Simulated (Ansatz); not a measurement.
An Ansatz (an electronic-structure program) run. Input:

Ansatz 0.2 input:
```yaml
crystal:
  lattice:
    - [2.896800203, 0.0, 0.0]
    - [-1.4484001015, 2.5087025655, 0.0]
    - [0.0, 0.0, 9.1328993329]
  atoms:
    - { symbol: Ti, position: [0.6666666667, 0.3333333333, 0.0] }
    - { symbol: Ti, position: [0.3333333333, 0.6666666667, 0.7513544941] }
    - { symbol: Ti, position: [0.3333333333, 0.6666666667, 0.2486455059] }
    - { symbol: Al, position: [0.6666666667, 0.3333333333, 0.5] }
kpoints:
  mp_grid: { grid: [28, 28, 8] }
hamiltonian:
  xc: pbesol
  pseudopotentials: { kind: paw }
scf:
  occupations: { method: fermi_dirac, width: 0.1 }
elastic: { mode: relaxed_ion, stencil: two_point, amplitude: 0.005, f_tol: 0.0005 }
```

Output (shortened):

```
Pseudopotential: Ti, paw, valence charge 12
Pseudopotential: Al, paw, valence charge 3
Functional definition: PBEsol
Crystal: 4 atoms, lattice volume = 66.371 Å³
Basis set: ecut = 420 eV, 1267 PW (Γ), exchange–correlation on 40×40×128 points (8 copies of the dense FFT grid, shifted against one another)
Bands: 24, of which v1, the nominal top of the filled ones, is band 20 counted from 1 (19 counted from 0)
Symmetry: 12 space group operations
Space group: P-6m2 (ITA 187), of the structure as read, at distance tolerance 4.0e-5 Å
k-points: 400 of 6272 (time reversal used)
SCF 1 converged in 12 iterations: F = -7946.815623 eV  dr2 = 8.18e-15
relax step   1: F+E_penalty+E_count = -7946.81562337 eV  Δ(F+E_penalty+E_count) = +0.000e0 eV  max|allowed force component| = 3.600e-2 eV/Å  Δτ_max = 0.0000 Å  (12 SCF iters, accepted)
Crystal: 4 atoms, lattice volume = 66.371 Å³
SCF 2 converged in 14 iterations: F = -7946.815669 eV  dr2 = 3.43e-14
relax step   2: F+E_penalty+E_count = -7946.81566906 eV  Δ(F+E_penalty+E_count) = -4.569e-5 eV  max|allowed force component| = 3.024e-2 eV/Å  Δτ_max = 0.0080 Å  (14 SCF iters, accepted)
Crystal: 4 atoms, lattice volume = 66.371 Å³
SCF 3 converged in 10 iterations: F = -7946.815780 eV  dr2 = 1.18e-14
relax step   3: F+E_penalty+E_count = -7946.81577972 eV  Δ(F+E_penalty+E_count) = -1.107e-4 eV  max|allowed force component| = 3.792e-5 eV/Å  Δτ_max = 0.0037 Å  (10 SCF iters, accepted)
Crystal: 4 atoms, lattice volume = 66.371 Å³
SCF 4 converged in 14 iterations: F = -7946.815780 eV  dr2 = 4.33e-19
Crystal: 4 atoms, lattice volume = 66.039 Å³
Symmetry: 4 space group operations
k-points: 1055 of 6272 (time reversal used)
SCF 5 converged in 11 iterations: F = -7946.814975 eV  dr2 = 6.84e-14
relax step   1: F+E_penalty+E_count = -7946.81497537 eV  Δ(F+E_penalty+E_count) = +0.000e0 eV  max|allowed force component| = 1.610e-2 eV/Å  Δτ_max = 0.0000 Å  (11 SCF iters, accepted)
Crystal: 4 atoms, lattice volume = 66.039 Å³
SCF 6 converged in 9 iterations: F = -7946.815101 eV  dr2 = 8.74e-14
relax step   2: F+E_penalty+E_count = -7946.81510093 eV  Δ(F+E_penalty+E_count) = -1.256e-4 eV  max|allowed force component| = 9.143e-3 eV/Å  Δτ_max = 0.0030 Å  (9 SCF iters, accepted)
Crystal: 4 atoms, lattice volume = 66.039 Å³
SCF 7 converged in 9 iterations: F = -7946.815136 eV  dr2 = 7.05e-14
relax step   3: F+E_penalty+E_count = -7946.81513576 eV  Δ(F+E_penalty+E_count) = -3.483e-5 eV  max|allowed force component| = 4.993e-4 eV/Å  Δτ_max = 0.0054 Å  (9 SCF iters, accepted)
Crystal: 4 atoms, lattice volume = 66.039 Å³
SCF 8 converged in 14 iterations: F = -7946.815136 eV  dr2 = 2.40e-19
Crystal: 4 atoms, lattice volume = 66.703 Å³
SCF 9 converged in 12 iterations: F = -7946.814578 eV  dr2 = 1.49e-14
relax step   1: F+E_penalty+E_count = -7946.81457808 eV  Δ(F+E_penalty+E_count) = +0.000e0 eV  max|allowed force component| = 1.625e-2 eV/Å  Δτ_max = 0.0000 Å  (12 SCF iters, accepted)
Crystal: 4 atoms, lattice volume = 66.703 Å³
SCF 10 converged in 10 iterations: F = -7946.814736 eV  dr2 = 1.51e-14
relax step   2: F+E_penalty+E_count = -7946.81473583 eV  Δ(F+E_penalty+E_count) = -1.578e-4 eV  max|allowed force component| = 1.328e-3 eV/Å  Δτ_max = 0.0084 Å  (10 SCF iters, accepted)
Crystal: 4 atoms, lattice volume = 66.703 Å³
SCF 11 converged in 8 iterations: F = -7946.814736 eV  dr2 = 5.98e-14
relax step   3: F+E_penalty+E_count = -7946.81473636 eV  Δ(F+E_penalty+E_count) = -5.242e-7 eV  max|allowed force component| = 8.907e-5 eV/Å  Δτ_max = 0.0005 Å  (8 SCF iters, accepted)
Crystal: 4 atoms, lattice volume = 66.703 Å³
SCF 12 converged in 14 iterations: F = -7946.814736 eV  dr2 = 1.39e-18
Crystal: 4 atoms, lattice volume = 66.039 Å³
SCF 13 converged in 11 iterations: F = -7946.813635 eV  dr2 = 4.67e-14
relax step   1: F+E_penalty+E_count = -7946.81363494 eV  Δ(F+E_penalty+E_count) = +0.000e0 eV  max|allowed force component| = 7.219e-3 eV/Å  Δτ_max = 0.0000 Å  (11 SCF iters, accepted)
Crystal: 4 atoms, lattice volume = 66.039 Å³
SCF 14 converged in 9 iterations: F = -7946.813641 eV  dr2 = 2.66e-15
relax step   2: F+E_penalty+E_count = -7946.81364102 eV  Δ(F+E_penalty+E_count) = -6.073e-6 eV  max|allowed force component| = 2.638e-4 eV/Å  Δτ_max = 0.0009 Å  (9 SCF iters, accepted)
Crystal: 4 atoms, lattice volume = 66.039 Å³
SCF 15 converged in 14 iterations: F = -7946.813641 eV  dr2 = 4.63e-19
Crystal: 4 atoms, lattice volume = 66.703 Å³
SCF 16 converged in 11 iterations: F = -7946.815447 eV  dr2 = 4.43e-14
relax step   1: F+E_penalty+E_count = -7946.81544721 eV  Δ(F+E_penalty+E_count) = +0.000e0 eV  max|allowed force component| = 7.208e-3 eV/Å  Δτ_max = 0.0000 Å  (11 SCF iters, accepted)
Crystal: 4 atoms, lattice volume = 66.703 Å³
SCF 17 converged in 9 iterations: F = -7946.815454 eV  dr2 = 3.22e-15
relax step   2: F+E_penalty+E_count = -7946.81545368 eV  Δ(F+E_penalty+E_count) = -6.474e-6 eV  max|allowed force component| = 4.906e-4 eV/Å  Δτ_max = 0.0008 Å  (9 SCF iters, accepted)
Crystal: 4 atoms, lattice volume = 66.703 Å³
SCF 18 converged in 14 iterations: F = -7946.815454 eV  dr2 = 1.60e-17
Crystal: 4 atoms, lattice volume = 66.370 Å³
Symmetry: 2 space group operations
k-points: 1640 of 6272 (time reversal used)
SCF 19 converged in 12 iterations: F = -7946.815467 eV  dr2 = 3.07e-14
relax step   1: F+E_penalty+E_count = -7946.81546728 eV  Δ(F+E_penalty+E_count) = +0.000e0 eV  max|allowed force component| = 6.129e-3 eV/Å  Δτ_max = 0.0000 Å  (12 SCF iters, accepted)
Crystal: 4 atoms, lattice volume = 66.370 Å³
SCF 20 converged in 10 iterations: F = -7946.815481 eV  dr2 = 1.03e-14
relax step   2: F+E_penalty+E_count = -7946.81548107 eV  Δ(F+E_penalty+E_count) = -1.379e-5 eV  max|allowed force component| = 5.538e-4 eV/Å  Δτ_max = 0.0022 Å  (10 SCF iters, accepted)
Crystal: 4 atoms, lattice volume = 66.370 Å³
SCF 21 converged in 9 iterations: F = -7946.815481 eV  dr2 = 8.72e-15
relax step   3: F+E_penalty+E_count = -7946.81548118 eV  Δ(F+E_penalty+E_count) = -1.156e-7 eV  max|allowed force component| = 1.161e-5 eV/Å  Δτ_max = 0.0002 Å  (9 SCF iters, accepted)
Crystal: 4 atoms, lattice volume = 66.370 Å³
SCF 22 converged in 14 iterations: F = -7946.815481 eV  dr2 = 3.53e-18
Crystal: 4 atoms, lattice volume = 66.370 Å³
SCF 23 converged in 12 iterations: F = -7946.815467 eV  dr2 = 3.61e-14
relax step   1: F+E_penalty+E_count = -7946.81546728 eV  Δ(F+E_penalty+E_count) = +0.000e0 eV  max|allowed force component| = 6.129e-3 eV/Å  Δτ_max = 0.0000 Å  (12 SCF iters, accepted)
Crystal: 4 atoms, lattice volume = 66.370 Å³
SCF 24 converged in 10 iterations: F = -7946.815481 eV  dr2 = 9.79e-14
relax step   2: F+E_penalty+E_count = -7946.81548115 eV  Δ(F+E_penalty+E_count) = -1.387e-5 eV  max|allowed force component| = 3.383e-4 eV/Å  Δτ_max = 0.0024 Å  (10 SCF iters, accepted)
Crystal: 4 atoms, lattice volume = 66.370 Å³
SCF 25 converged in 14 iterations: F = -7946.815481 eV  dr2 = 1.25e-17
SCF converged after 14 iterations
Stability not checked: this state was not tested for a lower state beside it, because too few of the mixer's solves of this state at the end of the SCF gave a …
Free energy (F): -7946.815780 eV
Harris-Foulkes:  -7946.815780 eV  (|F-HF|=9.09e-13)
Internal energy: -7946.679647 eV  (E = F + TS)
E sigma→0 (E₀):  -7946.747713 eV
Entropy (-TS):   -0.136133 eV (-34.033 meV/atom)
Fermi energy:    12.147331 eV
--- Per-component energies (eV) ---
  E_band       = -482.481271
  E_kinetic    = 841.588743
  E_local      = -3487.303686  (includes V_loc(G=0)·N_el)
  E_nonlocal   = 38.436714
  E_hartree    = 1517.337312
  E_xc         = -330.309329
  E_vxc        = -394.722071  (∫ρ·V_xc dr)
  E_paw        = -3522.311823  (= ΣΔE_a)
  E_vpaw       = -515.155915  (= ΣTr[D̂ρ^β])
  E_aug_tail   = 0.000321  (compensation charges beyond the density's cutoff)
  E_ewald      = -3004.555190
  E_core_change = 0.437292  (= ΣΔE_core)
  E_smearing   = -0.136133  (= −TS)
  E_closure    = 0.000000  (closes the sum)
  Σ components = -7946.815780   (vs F -7946.815780, Δ=0.00e0)
--- Forces (eV/Å), atoms counted from 1 ---
  atom   1  Ti     0.00000000     0.00000000     0.00000000
  atom   2  Ti     0.00000000     0.00000000     0.00003790
  atom   3  Ti     0.00000000     0.00000000    -0.00003790
  atom   4  Al     0.00000000     0.00000000     0.00000000
  max |Σ_I F_I| component: 1.16e-16 eV/Å
--- Stress (GPa, compression-positive) ---
       -0.099695       0.000000       0.000000
        0.000000      -0.099695       0.000000
        0.000000       0.000000       0.431859
  P = ⅓ Tr σ = 0.0775 GPa (0.775 kbar)
--- Band table (eV; the first three rows and the last of 400) ---
  k-point 0: bands = ["-44.2384", "-44.1844", "-44.1128", "-20.9066", "-20.6271", "-20.2993", "-20.2679", "-20.2679", "-20.2259", "-20.2259", "-20.1804", "-20.1804", "3.5996", "7.0530", "7.2930", "9.6234", "11.3816", "12.6846", "12.9227", "13.0007", …
  k-point 1: bands = ["-44.2384", "-44.1845", "-44.1128", "-20.9069", "-20.6267", "-20.2995", "-20.2679", "-20.2679", "-20.2259", "-20.2259", "-20.1804", "-20.1804", "3.6057", "6.8098", "7.5904", "9.5813", "11.3397", "12.6751", "12.9294", "13.0012", …
  k-point 2: bands = ["-44.2384", "-44.1845", "-44.1128", "-20.9073", "-20.6257", "-20.3000", "-20.2679", "-20.2679", "-20.2259", "-20.2259", "-20.1804", "-20.1804", "3.6207", "6.5504", "8.0096", "9.4488", "11.2414", "12.6545", "12.9436", "13.0024", …
  k-point 399: bands = ["-44.0873", "-44.0868", "-44.0686", "-20.7523", "-20.7397", "-20.6943", "-20.6007", "-20.5945", "-20.5291", "-20.4931", "-20.3753", "-20.3559", "9.8306", "10.2981", "10.4363", "10.8172", "10.8907", "10.9774", "11.2636", "11.4769", …
--- Elastic constants: 3 strain directions × 2 members + reference (group order 12) ---
  dense FFT box of the reference and of every strained cell: 20×20×64
  strains applied: 11, 33, 23; error gains …
  reference relaxed by the batch: 3 steps …
  largest displacement 4.3e-3 Å; the constants are those of the deck's cell at these positions:
  atoms:
    - { symbol: Ti, position: [0.6666666666666667, 0.33333333333333326, 0.0] }
    - { symbol: Ti, position: [0.33333333333333337, 0.6666666666666667, 0.7508783057160191] }
    - { symbol: Ti, position: [0.33333333333333337, 0.6666666666666667, 0.24912169428398095] }
    - { symbol: Al, position: [0.6666666666666667, 0.33333333333333326, 0.5] }
  C = ∂σ_k/∂η_j (tension-positive GPa; Voigt order 11 22 33 23 13 12):
       162.792    102.091     68.146      0.000      0.000      0.000
       102.091    162.792     68.146      0.000      0.000      0.000
        68.683     68.683    237.823      0.000      0.000      0.000
         0.000      0.000      0.000     57.360      0.000      0.000
         0.000      0.000      0.000      0.000     57.360      0.000
         0.000      0.000      0.000      0.000      0.000     30.351
  reference stress σ⁰ (GPa):      0.100      0.100     -0.432      0.000      0.000      0.000
  moduli (Voigt/Reuss/Hill, GPa): K = 115.69/114.88/115.29   G = 50.65/43.97/47.31   E = 124.85   ν = 0.320
  mechanically stable: yes (min eigenvalue of sym C = 30.35 GPa)
  strain η (Voigt 11):  stress-route row diagonal C_11 = 162.79 GPa, energy-path curvature d²(F+E_count+ΔE)/dδ²/Ω₀ = 162.80 GPa
         δ    σ_11 (GPa)             F (eV)   n_scf  n_hpsi   n_pw
    -5.000e-3      -0.7254       -7946.8151358      14  556063   1317   relax 3 steps, max|allowed force component| 4.99e-4 eV/Å
     5.000e-3       0.9025       -7946.8147364      14  554668   1333   relax 3 steps, max|allowed force component| 8.91e-5 eV/Å
  strain η (Voigt 33):  stress-route row diagonal C_33 = 237.82 GPa, energy-path curvature d²(F+E_count+ΔE)/dδ²/Ω₀ = 237.83 GPa
         δ    σ_33 (GPa)             F (eV)   n_scf  n_hpsi   n_pw
    -5.000e-3      -1.6400       -7946.8136410      14  210291   1323   relax 2 steps, max|allowed force component| 2.64e-4 eV/Å
     5.000e-3       0.7382       -7946.8154537      14  210345   1330   relax 2 steps, max|allowed force component| 4.91e-4 eV/Å
  strain η (Voigt 23):  stress-route row diagonal C_44 = 57.36 GPa, energy-path curvature d²(F+E_count+ΔE)/dδ²/Ω₀ = 57.45 GPa
         δ    σ_23 (GPa)             F (eV)   n_scf  n_hpsi   n_pw
    -5.000e-3      -0.2868       -7946.8154812      14  863744   1324   relax 3 steps, max|allowed force component| 1.16e-5 eV/Å
     5.000e-3       0.2868       -7946.8154812      14  858573   1324   relax 2 steps, max|allowed force component| 3.38e-4 eV/Å
```

Cost: about 60 core-minutes (a rough figure) on shared cores.

The workflow started from a Materials Project entry (that database holds measured and hypothetical structures alike); the Crystallography Open Database copy checked does not list it. With Ti and Al taken as one species the cell has the higher symmetry P6_3/mmc, so it may be an ordered model of a mixed-site phase. It is not the phase usual at ambient conditions (space group No. 194). Symmetry was held in the PBEsol relaxation; whether a distortion lowers the energy is not shown. The run is not spin-polarised. As this level gives no gap, shear constants depend on the k-mesh and smearing (Fermi–Dirac, 0.1 eV here). Axis ratios of metals converge slowly with the k-mesh, so a and c are less sure than the volume. On the denser mesh and wider smearing of the elastic run this cell carries a stress of 0.4 GPa.

Potentials: the later of the program's two PAW sets.

Ansatz is a plane-wave DFT program.
